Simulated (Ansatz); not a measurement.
Relaxation of a generated cell, SnO built in the h-BN structure type; 4 atoms in the cell, which starts as P6₃/mmc (No. 194), hP4; a = b = 3.5272 Å, c = 9.3831 Å, α = β = 90.00°, γ = 120.00°. The numbers are results of PBEsol (plane waves to 420 eV, PAW, scalar-relativistic; Ansatz, a program for electronic structure), not measurements. Γ-centred k-mesh 8×8×3 on the run's cell (coarser than for final values), Fermi–Dirac smearing 0.05 eV. This is the first round of the run. 

The optimiser's lines from the output (shortened; P is positive under compression):

```
relax step   1: F+E_penalty+E_count = -13017.36931728 eV  Δ(F+E_penalty+E_count) = +0.000e0 eV  max|allowed force component| = 2.868e-16 eV/Å  Δτ_max = 0.0000 Å  P = +14.956 GPa  Ω = 101.094 Å³  (8 SCF iters, dr2 threshold 1.00e-7 eV, accepted)
relax step   2: F+E_penalty+E_count = -13018.36851036 eV  Δ(F+E_penalty+E_count) = -9.992e-1 eV  max|allowed force component| = 2.961e-16 eV/Å  Δτ_max = 0.0000 Å  P = +5.824 GPa  Ω = 109.783 Å³  (6 SCF iters, dr2 threshold 4.00e-7 eV, accepted)
relax step   3: F+E_penalty+E_count = -13018.63500438 eV  Δ(F+E_penalty+E_count) = -2.665e-1 eV  max|allowed force component| = 3.146e-16 eV/Å  Δτ_max = 0.0000 Å  P = +0.398 GPa  Ω = 112.483 Å³  (7 SCF iters, dr2 threshold 4.00e-7 eV, accepted)
relax step   4: F+E_penalty+E_count = -13018.69514119 eV  Δ(F+E_penalty+E_count) = -6.014e-2 eV  max|allowed force component| = 1.517e-15 eV/Å  Δτ_max = 0.0000 Å  P = -0.778 GPa  Ω = 108.342 Å³  (6 SCF iters, dr2 threshold 4.00e-7 eV, accepted)
relax step   5: F+E_penalty+E_count = -13018.76447802 eV  Δ(F+E_penalty+E_count) = -6.934e-2 eV  max|allowed force component| = 2.961e-16 eV/Å  Δτ_max = 0.0000 Å  P = -0.971 GPa  Ω = 102.749 Å³  (6 SCF iters, dr2 threshold 4.00e-7 eV, accepted)
relax step   6: F+E_penalty+E_count = -13018.85013340 eV  Δ(F+E_penalty+E_count) = -8.566e-2 eV  max|allowed force component| = 6.476e-16 eV/Å  Δτ_max = 0.0000 Å  P = -0.991 GPa  Ω = 97.051 Å³  (6 SCF iters, dr2 threshold 4.00e-7 eV, accepted)
relax step   7: F+E_penalty+E_count = -13018.95410690 eV  Δ(F+E_penalty+E_count) = -1.040e-1 eV  max|allowed force component| = 6.106e-16 eV/Å  Δτ_max = 0.0000 Å  P = -0.817 GPa  Ω = 91.389 Å³  (6 SCF iters, dr2 threshold 4.00e-7 eV, accepted)
relax step   8: F+E_penalty+E_count = -13019.07873586 eV  Δ(F+E_penalty+E_count) = -1.246e-1 eV  max|allowed force component| = 9.159e-16 eV/Å  Δτ_max = 0.0000 Å  P = -0.357 GPa  Ω = 85.855 Å³  (6 SCF iters, dr2 threshold 4.00e-7 eV, accepted)
relax step   9: F+E_penalty+E_count = -13019.22429402 eV  Δ(F+E_penalty+E_count) = -1.456e-1 eV  max|allowed force component| = 3.608e-16 eV/Å  Δτ_max = 0.0000 Å  P = +0.566 GPa  Ω = 80.524 Å³  (6 SCF iters, dr2 threshold 4.00e-7 eV, accepted)
relax step  10: F+E_penalty+E_count = -13019.37355441 eV  Δ(F+E_penalty+E_count) = -1.493e-1 eV  max|allowed force component| = 1.929e-15 eV/Å  Δτ_max = 0.0000 Å  P = +2.349 GPa  Ω = 75.455 Å³  (6 SCF iters, dr2 threshold 4.00e-7 eV, accepted)
relax step  11: F+E_penalty+E_count = -13019.47387488 eV  Δ(F+E_penalty+E_count) = -1.003e-1 eV  max|allowed force component| = 6.291e-16 eV/Å  Δτ_max = 0.0000 Å  P = +4.547 GPa  Ω = 71.491 Å³  (6 SCF iters, dr2 threshold 4.00e-7 eV, accepted)
relax step  12: F+E_penalty+E_count = -13019.51711678 eV  Δ(F+E_penalty+E_count) = -4.324e-2 eV  max|allowed force component| = 1.538e-16 eV/Å  Δτ_max = 0.0000 Å  P = +1.343 GPa  Ω = 73.555 Å³  (5 SCF iters, dr2 threshold 4.00e-7 eV, accepted)
relax step  13: F+E_penalty+E_count = -13019.52323692 eV  Δ(F+E_penalty+E_count) = -6.120e-3 eV  max|allowed force component| = 1.203e-16 eV/Å  Δτ_max = 0.0000 Å  P = -0.098 GPa  Ω = 74.412 Å³  (5 SCF iters, dr2 threshold 4.00e-7 eV, accepted)
relax step  14: F+E_penalty+E_count = -13019.52333391 eV  Δ(F+E_penalty+E_count) = -9.699e-5 eV  max|allowed force component| = 4.071e-16 eV/Å  Δτ_max = 0.0000 Å  P = -0.001 GPa  Ω = 74.346 Å³  (4 SCF iters, dr2 threshold 3.81e-8 eV, accepted)
relax step  15: F+E_penalty+E_count = -13019.61591174 eV  Δ(F+E_penalty+E_count) = -9.258e-2 eV  max|allowed force component| = 3.053e-16 eV/Å  Δτ_max = 0.0000 Å  P = +1.424 GPa  Ω = 74.346 Å³  stress off target by 2.20e0 GPa  SCF on the basis re-selected at this cell (its energy is not comparable with the rows above)  (9 SCF iters)
relax step  16: F+E_penalty+E_count = -13019.63018390 eV  Δ(F+E_penalty+E_count) = -1.427e-2 eV  max|allowed force component| = 9.252e-17 eV/Å  Δτ_max = 0.0000 Å  P = +0.358 GPa  Ω = 75.155 Å³  (5 SCF iters, dr2 threshold 4.00e-7 eV, accepted)
relax step  17: F+E_penalty+E_count = -13019.63067848 eV  Δ(F+E_penalty+E_count) = -4.946e-4 eV  max|allowed force component| = 7.957e-16 eV/Å  Δτ_max = 0.0000 Å  P = +0.010 GPa  Ω = 75.457 Å³  (4 SCF iters, dr2 threshold 4.00e-7 eV, accepted)
relax step  18: F+E_penalty+E_count = -13019.63067223 eV  Δ(F+E_penalty+E_count) = +6.252e-6 eV  max|allowed force component| = 2.220e-16 eV/Å  Δτ_max = 0.0000 Å  P = +0.001 GPa  Ω = 75.465 Å³  (5 SCF iters, dr2 threshold 1.11e-9 eV, accepted)
relax step  19: F+E_penalty+E_count = -13019.63267043 eV  Δ(F+E_penalty+E_count) = -1.998e-3 eV  max|allowed force component| = 1.480e-16 eV/Å  Δτ_max = 0.0000 Å  P = +0.045 GPa  Ω = 75.465 Å³  stress off target by 8.02e-2 GPa  SCF on the basis re-selected at this cell (its energy is not comparable with the rows above)  (6 SCF iters)
relax step  20: F+E_penalty+E_count = -13019.63264699 eV  Δ(F+E_penalty+E_count) = +2.344e-5 eV  max|allowed force component| = 6.152e-16 eV/Å  Δτ_max = 0.0000 Å  P = -0.000 GPa  Ω = 75.508 Å³  (4 SCF iters, dr2 threshold 1.61e-8 eV, accepted)
relax step  21: F+E_penalty+E_count = -13019.63272189 eV  Δ(F+E_penalty+E_count) = -7.490e-5 eV  max|allowed force component| = 7.448e-16 eV/Å  Δτ_max = 0.0000 Å  P = +0.000 GPa  Ω = 75.508 Å³  stress off target by 1.73e-3 GPa  SCF on the basis re-selected at this cell (its energy is not comparable with the rows above)  (6 SCF iters)
```

From the first to the last row the energy changes by -0.57 eV/atom and the volume by -25.3 %. The last row is marked as not comparable with the walk above it, whose basis was carried along; it does compare with step 1, since both stand on a basis selected at the nominal cutoff for their own cell.

Energy and pressure jump between steps 14 and 15 at one geometry, where the plane-wave basis was selected anew. While the cell walks, the set of plane waves is carried along, so its effective cutoff drifts with the strain; re-selecting it at 420 eV moved the energy by -0.023 eV/atom and the pressure by 1.4 GPa. Only step 1 and rows on a re-selected basis compare with each other.

Later rounds, restarted from the end of this one on a renewed k-mesh, logged 8 more steps and released under 0.01 eV/atom more. The final structure after all rounds: P6₃/mmc (No. 194), hP4; a = b = 4.114 Å, c = 5.134 Å, α = β = 90.00°, γ = 120.00°. Between re-selections the logged energies stand on a plane-wave basis carried along with the cell. No spin polarisation in the result.

The run could not lower the symmetry of its start; a shaken copy of this end point relaxes with PBEsol to P4/nmm (No. 129), 0.49 eV/atom lower.

The relaxed structure here is a generated cell of SnO: the first start was made by placing the elements on the sites of a structure type, and the end was not matched to a known phase here, so it may be hypothetical. Known forms of SnO include space group No. 129.
